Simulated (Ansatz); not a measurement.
Task: Name crystals whose computed values (HSE06 (plane waves, PAW; program Ansatz)) fall in these windows: B₀ by P(V) fit (GPa) 340 to 450; gap (eV) 5.3 to 7.6.

Result: 

```csv
crystal,B₀ by P(V) fit (GPa),gap (eV)
"BN, wurtzite",404,6.52
"BN, zinc blende",404,5.81
```
Others may fit too.

All cells were relaxed under the symmetry of their starts (and spin orders); stability against distortions was not tested throughout.

Potentials: the later of the program's two PAW sets.
